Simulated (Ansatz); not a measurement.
# Zone-centre phonons of ZrZn at 15 GPa: input and output

Computed with DFT LDA, scalar-relativistic, plane waves, PAW in Ansatz 0.2.0.

Launched with:
```bash
ansatz run input.yaml --threads 1 --pin off --max-ram 3072MiB --backend cpu --events-out ev --progress --plain --runs-dir out
```

Input (bare energies are in eV):
```yaml
crystal:
  lattice:
    - [3.1567346116, 0.0, 0.0]
    - [0.0, 3.1567346116, 0.0]
    - [0.0, 0.0, 3.1567346116]
  atoms:
    - { symbol: Zr, position: [0.5, 0.5, 0.5] }
    - { symbol: Zn, position: [0.0, 0.0, 0.0] }
basis:
  ecutwfc: 420
kpoints:
  mp_grid: { grid: [14, 14, 14] }
hamiltonian:
  xc: lda
scf:
  occupations: { method: fermi_dirac, width: 0.15 }
output:
  eigenvalues: true
phonons:
  method: dfpt
  eigenvectors: true
```

The end of the output:
```
--- Phonons (Γ-DFPT): 2 representative perturbations + reference, on 288 of 2744 k-points (Σ response iterations 6) ---
  k mesh reduced under 8 symmetry operations, with k and −k counted as one. Each operation leaves every solved perturbation unchanged. A smaller set is not used because it would not reduce the number of displacements ...
  ASR residual: 7.802e-4 → 0.000e0 eV/Å²; symmetrization residual: 1.330e-5 eV/Å²
  ASR residual per site (eV/Å²): 7.80e-4 1.71e-5
  Γ frequencies (cm⁻¹): 0.00 0.00 0.00 218.53 218.53 218.53
  non-analytic LO–TO correction: not included (Born effective charges unavailable; polar crystals: no LO–TO splitting at Γ)
```

It took 34 s on 1 thread of Arm Neoverse V2, on a shared host, peak memory 0.78 GiB.

In a metal, frequencies and elastic constants depend on the k mesh and the smearing, soft modes and shear constants most. Other phases may be more stable at this pressure.